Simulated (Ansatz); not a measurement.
Here is an unrelaxed guess for Li3Ta2O.

```
Li Ta O
1.0
     4.39339    0.00000    0.00000
     0.00000    4.39339    0.00000
     0.00000    0.00000    4.67861
Li Ta O
3 2 1
Cartesian
  0.0000 0.0000 1.2257
  0.0000 0.0000 3.4529
  2.1967 2.1967 2.3393
  2.1967 0.0000 0.0000
  0.0000 2.1967 0.0000
  2.1967 2.1967 0.0000
```

Level of theory: DFT PBE, scalar-relativistic, plane waves, PAW (Ansatz 0.2.0). Cutoff 420 eV; k points 4×4×4 on the computed 6-atom cell (Γ-centred); Gaussian smearing, width 0.10 eV; no spin polarisation.

The zero of energy is the elements' standard structures at the same level (O₂ as a molecule); no fitted shifts are applied.

Question: How far from equilibrium is it?

Answer: The pressure is -1.4 GPa (the mean over three directions, positive in compression), the largest force is 1.76 eV/Å, and the energy is +0.07 eV/atom against the elements. The shortest distance is 2.20 Å.

Question: Is it a good guess?

Answer: A rough one: relaxing gains about 0.21 eV/atom (the start's value is from the coarse mesh, so the gain is rough) in 19 ionic steps and ends at −0.13 eV/atom on the finer mesh. The symmetry stays P4/mmm (No. 123). The volume per atom grows by 17.1 %, from 15.1 to 17.6 Å³. The shortest distance goes from 2.20 Å (Ta–O) to 2.06 Å (Ta–O). The ratio c/a of the conventional cell changes by a factor of 1.42. Conventional cell: a = 4.115 Å, c = 6.242 Å. Around Li on a site of symmetry 4mm lie 1 Li at 2.35 Å, 4 Ta at 2.83 Å and 4 Li at 3.14 Å; Ta is surrounded by 2 O at 2.06 Å, 4 Li at 2.83 Å and 4 Ta at 2.91 Å; O has 4 Ta at 2.06 Å and 2 Li at 3.12 Å; 1 more site not described.

The last run used a 10×10×6 mesh (in the run's order of axes) for its 6-atom cell and Gaussian smearing of 0.10 eV. Spin–orbit coupling, which can matter for Ta, is left out. The relaxation can't lower the symmetry of the start, and the grade says only how near the guess is to its own end. A structure relaxed within its symmetry needn't be a true minimum. Another cell of Li3Ta2O relaxed alike, in P-3m1, lies 169 meV/atom lower, so this cell isn't the stable form at this level.
